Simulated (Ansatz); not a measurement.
Relaxing a structure of MgO

The start is a generated cell, MgO built in the GeS structure type. A full variable-cell relaxation at zero pressure is run with PBE (plane waves to 420 eV, PAW, scalar-relativistic; Ansatz, an electronic-structure program). The first steps use a coarse 3×8×7 k-mesh.

Initial structure:
```
MgO
1.0
    8.52795     0.00000     0.00000
    0.00000     2.96483     0.00000
    0.00000     0.00000     3.50241
Mg O
4 4
Direct
  0.12210   0.25000   0.12770
  0.37790   0.75000   0.62770
  0.87790   0.75000   0.87230
  0.62210   0.25000   0.37230
  0.84950   0.25000   0.50230
  0.65050   0.75000   0.00230
  0.15050   0.75000   0.49770
  0.34950   0.25000   0.99770
```

Problem. How much energy is released per atom?

Solution. 0.82 eV/atom.

Problem. How does the volume per atom move from start to end?

Solution. -13.1 %, from 11.07 to 9.62 Å³/atom.

Problem. How do the shortest distances between atoms change?

Solution. The closest pairs of elements (up to four, under 3.6 Å), start → end: Mg–O 1.98 → 2.13 Å; Mg–Mg 2.71 → 3.01 Å; O–O 2.85 → 3.01 Å.

Problem. What band gap does the relaxed structure have at this level?

Solution. 4.46 eV, direct at Γ (no spin-orbit coupling).

Problem. Give the final cell and atomic positions.

Solution. 
Space group Fm-3m (No. 225); a = b = c = 4.254 Å, α = β = γ = 90.00°

```csv
atom,site,symmetry,x,y,z
Mg,4b,m-3m,0.5000,0.5000,0.5000
O,4a,m-3m,0.0000,0.0000,0.0000
```
(The calculation used a cell of 2 atoms; values per cell refer to that cell.)

Final values are on a 13×13×13 k-mesh of the relaxed cell. No spin polarisation in the result.

The run could not lose the symmetry of its start.
